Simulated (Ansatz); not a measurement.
CaS:
```cif
data_Ca4S4
_chemical_formula_sum 'Ca4 S4'
_space_group_name_H-M_alt 'Fm-3m'
_space_group_IT_number 225
_space_group_name_Hall '-F 4 2 3'
_cell_length_a 5.63307
_cell_length_b 5.63307
_cell_length_c 5.63307
_cell_angle_alpha 90.000
_cell_angle_beta 90.000
_cell_angle_gamma 90.000
loop_
_atom_site_label
_atom_site_type_symbol
_atom_site_symmetry_multiplicity
_atom_site_Wyckoff_symbol
_atom_site_fract_x
_atom_site_fract_y
_atom_site_fract_z
_atom_site_occupancy
Ca1 Ca 4 a 0.00000 0.00000 0.00000 1
S1 S 4 b 0.50000 0.50000 0.50000 1
```
(The calculation used a cell of 2 atoms; values per cell refer to that cell.)

Relaxed with PBEsol. PBEsol in the plane-wave PAW code Ansatz gives a gap of 2.16 eV.

Problem. What gap does HSE06 give on the same cell (Ansatz, PAW)?

Solution. 3.33 eV, 1.17 eV more. The hybrid was solved on a coarser mesh and at special points; its gap is the smallest among all of these.

```json
[
 {"k": "Γ", "v1 PBEsol": "0.00", "c1 PBEsol": "4.08", "v1 HSE06": "[?]", "c1 HSE06": "[?]"},
 {"k": "X", "v1 PBEsol": "-0.84", "c1 PBEsol": "2.16", "v1 HSE06": "-0.93", "c1 HSE06": "3.33"},
 {"k": "L", "v1 PBEsol": "-1.24", "c1 PBEsol": "5.11", "v1 HSE06": "[?]", "c1 HSE06": "[?]"},
 {"k": "W", "v1 PBEsol": "-1.64", "c1 PBEsol": "4.78", "v1 HSE06": "[?]", "c1 HSE06": "[?]"},
 {"k": "K", "v1 PBEsol": "-1.08", "c1 PBEsol": "3.56", "v1 HSE06": "[?]", "c1 HSE06": "[?]"}
]
```

Problem. Top valence (v1) and lowest conduction level (c1) in eV from each method's valence maximum (which need not be a listed point): supply the withheld HSE06 values.

Solution. 
- W, v1 HSE06: -1.75
- W, c1 HSE06: 6.17
- K, v1 HSE06: -1.16
- K, c1 HSE06: 4.82
- Γ, v1 HSE06: 0.00
- Γ, c1 HSE06: 5.41
- L, v1 HSE06: -1.29
- L, c1 HSE06: 6.25

Cost on shared cores: the PBEsol run (SCF on a 9×9×9 mesh, then bands and DOS) very roughly 9 core-seconds, the HSE06 run (SCF on 6×6×6, then a few points) very roughly 90 core-seconds; the tasks are unlike.

Symmetry was held in the PBEsol relaxation.

Potentials: the later of the program's two PAW sets.
